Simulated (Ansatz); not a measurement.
What DFT gives for BaTl2Re2

```yaml
crystal:
  lattice:
    - [2.42180, 4.19467, 0.00000]
    - [-2.42180, 4.19467, 0.00000]
    - [0.00000, 0.00000, 8.22497]
  atoms:
    - { symbol: Tl, position: [0.33330, 0.33340, 0.62470] }
    - { symbol: Tl, position: [0.66670, 0.66660, 0.37530] }
    - { symbol: Re, position: [0.33330, 0.33340, 0.26800] }
    - { symbol: Re, position: [0.66670, 0.66660, 0.73200] }
    - { symbol: Ba, position: [0.00000, 0.00000, 0.00000] }
```

Level: r2SCAN, no spin polarisation; 500 eV; 8×8×4 Γ-centred mesh; fermi-dirac occupations (width 0.1 eV); Ansatz 0.2.0, fixed geometry.

Q: What is the formation energy?

A: 1.94 eV an atom against the elements' usual phases (free molecules for gases, crystals otherwise, with no correction for O₂ or N₂), so at this geometry it isn't bound against them. Relaxing would lower it.

Q: Where is the largest force?

A: The largest is on Re4 (and as large on other atoms): 1.03 eV/Å, components (0.00, 0.00, -1.03). It makes 72° with the line to a nearest neighbour, Tl1 at 2.93 Å.

Q: What does the stress say?

A: The pressure is -7.4 GPa (compression positive), so with the atoms held at these fractions the cell would first shrink; the forces are large, so a full relaxation may end otherwise. The principal stresses -7.8, -7.8, -6.6 GPa differ, so its shape would change too.

Q: What happens at the Fermi level?

A: It is a metal, with about 15 states/eV a cell as the mean within 0.25 eV of the Fermi level, mostly Re d (89 %).

Q: How is the charge shared?

A: Bader charges in e: Ba +1.17, Tl -0.05, Re -0.54. In the mean Ba gives up most and Re takes most.

Q: What do density and ELF say about some of the short contacts?

A: Tl–Re at 2.93 Å: least valence density 0.31 e/Å³ and ELF 0.38 there. Ba–Re at 3.56 Å: least valence density 0.11 e/Å³ and ELF 0.12 there. Ba–Tl at 4.17 Å: least valence density 0.05 e/Å³ and ELF 0.08 there. Both are smooth PAW fields, read partly inside the augmentation spheres.

Origin: a known structure type with other elements, at an estimated volume, so it need not be a known compound. Caveats: many states at the Fermi level without spin polarisation, so a magnetic state may lie lower.
